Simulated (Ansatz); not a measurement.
Put YMgC4N4 in P-43m (No. 215): Y on 1b; Mg on 1a; C on 4e; N on 4e. Recipe of this trial structure of YMgC4N4: two interpenetrating cyanide-bridged diamond nets.

The calculation used Ansatz, DFT PBE, scalar-relativistic, plane waves, PAW. Cutoff 420 eV, Γ-centred mesh, Gaussian smearing, no spin polarisation.

Formation energies are uncorrected and refer to the elements' standard structures at the same level (N₂ as a molecule).

Problem. Give the relaxed lattice parameters and positions.

Solution.

Space group P-43m (No. 215). a = 6.490 Å, b = 6.490 Å, c = 6.490 Å, α = 90.00°, β = 90.00°, γ = 90.00°
| atom | site | symmetry | x | y | z |
| --- | --- | --- | --- | --- | --- |
| Y | 1b | -43m | 0.5000 | 0.5000 | 0.5000 |
| Mg | 1a | -43m | 0.0000 | 0.0000 | 0.0000 |
| C | 4e | .3m | 0.1934 | 0.1934 | 0.1934 |
| N | 4e | .3m | 0.2982 | 0.2982 | 0.2982 |

Y is surrounded by 4 N at 2.27 Å; Mg has 4 C at 2.17 Å; around C lie 1 N at 1.18 Å and 1 Mg at 2.17 Å; N has 1 C at 1.18 Å and 1 Y at 2.27 Å. Another local minimum with the same sites may exist.

Problem. And its energy and gap?

Solution. The energy over the elements is −0.02 eV/atom and the gap on the 6×6×6 mesh of the 10-atom cell is 0 eV (a metal). The formation energy is too near zero to say whether this cell lies below the elements.

The last run used Gaussian smearing of 0.10 eV. For metals, differences of a few meV/atom aren't resolved. The cell is a metal run without spin; a magnetic state may lie lower. The reference form of C is held partly by dispersion forces, which this level lacks. A structure relaxed within its symmetry needn't be a true minimum.
